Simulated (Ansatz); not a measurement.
InSb:
```
InSb
1.0
    4.62964     0.00000     0.00000
   -2.31482     4.00939     0.00000
    0.00000     0.00000    15.18618
In Sb
4 4
Direct
  0.66667   0.33333   0.99993
  0.00000   0.00000   0.25034
  0.33333   0.66667   0.49993
  0.00000   0.00000   0.75034
  0.66667   0.33333   0.18767
  0.00000   0.00000   0.43705
  0.33333   0.66667   0.68767
  0.00000   0.00000   0.93705
```

Relaxed with r²SCAN. r²SCAN in the plane-wave PAW code Ansatz gives no gap.

### Question
What gap does HSE06 give on the same cell (Ansatz, PAW)?

### Answer
0.30 eV. The hybrid was solved on a coarser mesh and at special points; its gap is the smallest among all of these. On such a mesh it can open a false gap in a semimetal.

| k | v1 r²SCAN | c1 r²SCAN | v1 HSE06 | c1 HSE06 |
|---|---|---|---|---|
| Γ | 0.00 | 0.04 | 0.00 | 0.30 |
| A | -0.20 | 0.78 | -0.21 | 1.07 |
| K | -1.46 | 1.88 | … | … |
| H | -1.75 | 2.06 | … | … |
| M | -1.02 | 0.91 | … | … |
| L | -1.26 | 1.36 | … | … |

### Question
Top valence (v1) and lowest conduction level (c1) in eV from each method's valence maximum (which need not be a listed point): supply the withheld HSE06 values.

### Answer

- K, v1 HSE06: -1.51
- K, c1 HSE06: 2.19
- H, v1 HSE06: -1.82
- H, c1 HSE06: 2.38
- L, v1 HSE06: -1.31
- L, c1 HSE06: 1.67
- M, v1 HSE06: -1.06
- M, c1 HSE06: 1.20

Cost on shared cores: the r²SCAN run (SCF on a 10×10×3 mesh, then bands and DOS) very roughly 10 core-minutes, the HSE06 run (SCF on 4×4×1, then a few points) roughly 7 core-minutes; the tasks are unlike.

Space group P6_3mc. The start of the workflow was typed in or built on a structure type; neither database checked (COD, Materials Project) lists it. It is not the phase usual at ambient conditions (space group No. 216). The cell was relaxed with r²SCAN under the symmetry of its start; its stability against distortions is not shown here. Scalar-relativistic: spin–orbit coupling is off unless named, which matters more the heavier the elements.

Potentials: the earlier of the program's two PAW sets.
